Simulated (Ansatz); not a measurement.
SiGe:
```xyz
4
Lattice="3.9043 0.0000 0.0000 -1.9521 3.3812 0.0000 0.0000 0.0000 6.4540" Properties=species:S:1:pos:R:3 pbc="T T T"
Si     1.9521     1.1271     5.6439
Si     0.0000     2.2541     2.4169
Ge     1.9521     1.1271     3.2304
Ge     0.0000     2.2541     0.0034
```

Relaxed with r²SCAN. Special points in fractions of this cell's reciprocal vectors: Γ (0.000, 0.000, 0.000); M (0.500, 0.000, 0.000); K (0.333, 0.333, 0.000); A (0.000, 0.000, 0.500); L (0.500, 0.000, 0.500); H (0.333, 0.333, 0.500).

Task: List the band energies nearest the valence-band maximum at these points for plane-wave PAW r²SCAN (Ansatz code).

Result: In eV from the valence-band maximum; about four levels below and three above (degenerate sets whole), none deeper than 8.9 eV; points with the same levels are listed once.

```csv
k,below,above
Γ,-1.66 -1.66 -0.33 0.00 0.00,0.79 1.93 2.23 2.23
M,-4.92 -3.32 -3.09 -1.61,0.66 2.34 3.54
K,-5.40 -3.77 -3.77 -3.51,1.26 5.22 5.22
A,-1.01 -1.01 -1.01 -1.01,1.59 1.59 3.34 3.34 3.34 3.34
L,-2.71 -2.71 -2.63 -2.63,0.93 0.93 2.11 2.11
H,-4.67 -4.67 -2.22 -2.22,1.68 1.68 4.09 4.09
```

Space group P6_3mc (wurtzite). The workflow started from a Materials Project entry (that database holds measured and hypothetical structures alike); the Crystallography Open Database copy checked does not list it. Whether it is the stable phase at ambient conditions was not checked. The r²SCAN relaxation kept the symmetry of its start; its stability against distortions is not shown here. Spin–orbit coupling is left out wherever it is not named.

Potentials: the later of the program's two PAW sets.
